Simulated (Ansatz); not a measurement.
**Computed properties of HfSiO$_{4}$**

HfSiO$_{4}$:
```xyz
12
Lattice="-3.2912 3.2912 2.9860 3.2912 -3.2912 2.9860 3.2912 3.2912 -2.9860" Properties=species:S:1:pos:R:3 pbc="T T T"
Hf     0.0000     0.0000     0.0000
Hf     0.0000     3.2912     1.4930
Si     3.2912     0.0000     1.4930
Si     0.0000     0.0000     2.9860
O      3.2912     2.0759    -1.0757
O      4.5065     0.0000     0.4173
O      0.0000     1.2153     1.9103
O      2.0759     0.0000     0.4173
O      3.2912     1.2153     2.5687
O      1.2153     0.0000     4.0618
O      3.2912    -1.2153     2.5687
O      2.0759     3.2912     1.0757
```

Space group I4_1/amd (No. 141); conventional cell a = b = 6.5824 Å, c = 5.9721 Å, α = β = γ = 90.00°.

Method: plane-wave PAW r²SCAN (Ansatz code). Geometry: relaxed at this level of theory. Other levels are named where they apply.

Cell and energy:

* **Volume per atom**: 10.78 Å³
* **Density**: 6.95 g/cm³
* **Formation energy from the elements (no fitted shifts)**: -3.42 eV/atom

Electronic structure:

Band gap: 6.00 eV (indirect)
Valence-band maximum: at Γ
Conduction-band minimum: off the standard path, at k = (0.188, 0.302, 0.250) in fractions of the reciprocal vectors
Smallest direct gap on the standard path: 6.37 eV

The r²SCAN relaxation kept the symmetry of its start. The run is not spin-polarised. The references are the lowest solids computed at this level, not always the standard phases (solids in place of the gases). Spin–orbit coupling is left out wherever it is not named.

Potentials: the earlier of the program's two PAW sets.
